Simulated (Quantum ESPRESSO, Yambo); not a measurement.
**Quasiparticle gap of Cs₂O at -1.5 % isotropic strain**

```cif
data_Cs6O3
_chemical_formula_sum 'O3 Cs6'
_space_group_name_H-M_alt 'R-3m :H'
_space_group_IT_number 166
_space_group_name_Hall '-R 3 2"'
_cell_length_a 4.04198
_cell_length_b 4.04198
_cell_length_c 20.35912
_cell_angle_alpha 90.000
_cell_angle_beta 90.000
_cell_angle_gamma 120.000
loop_
_atom_site_label
_atom_site_type_symbol
_atom_site_symmetry_multiplicity
_atom_site_Wyckoff_symbol
_atom_site_fract_x
_atom_site_fract_y
_atom_site_fract_z
_atom_site_occupancy
O1 O 3 a 0.00000 0.00000 0.00000 1
Cs1 Cs 6 c 0.00000 0.00000 0.25830 1
```
(The calculation used a cell of 3 atoms; values per cell refer to that cell.)

The PBEsol cell relaxed from Materials Project entry mp-7988 was given an isotropic strain of -1.5 % on all lattice vectors, and the atoms were relaxed again.

Starting point: norm-conserving PBEsol (Quantum ESPRESSO, 84 Ry, scalar-relativistic). G0W0 in Yambo: 4×4×4 Γ-centred k mesh, 141 bands and a 7 Ry block in the screening, 141 bands in G with the Bruneval-Gonze terminator, plasmon pole fitted at 27.2 eV.

| Quantity | Value |
|---|---|
| PBEsol gap along the band path | 1.13 eV |
| PBEsol gap between the mesh's edge points (L → Γ) | 1.13 eV |
| G0W0 gap between the same points | 1.83 eV |
| PBEsol smallest direct gap on the mesh (at Γ) | 1.71 eV |
| G0W0 direct gap at that point | 2.42 eV |

```json
[
 {"k point": "Γ", "band": "VB", "E PBEsol (eV)": "-0.58", "E QP (eV)": "-1.07", "shift (eV)": "-0.50", "Z": "0.74"},
 {"k point": "Γ", "band": "CB", "E PBEsol (eV)": "1.13", "E QP (eV)": "1.35", "shift (eV)": "0.22", "Z": "0.84"},
 {"k point": "L", "band": "VB", "E PBEsol (eV)": "0.00", "E QP (eV)": "-0.48", "shift (eV)": "-0.48", "Z": "0.75"},
 {"k point": "L", "band": "CB", "E PBEsol (eV)": "3.08", "E QP (eV)": "3.52", "shift (eV)": "0.44", "Z": "0.84"},
 {"k point": "F", "band": "VB", "E PBEsol (eV)": "-0.16", "E QP (eV)": "-0.67", "shift (eV)": "-0.51", "Z": "0.75"},
 {"k point": "F", "band": "CB", "E PBEsol (eV)": "2.34", "E QP (eV)": "2.66", "shift (eV)": "0.33", "Z": "0.84"}
]
```

Energies count from the PBEsol valence-band maximum.

Convergence of the G0W0 settings was not tested.
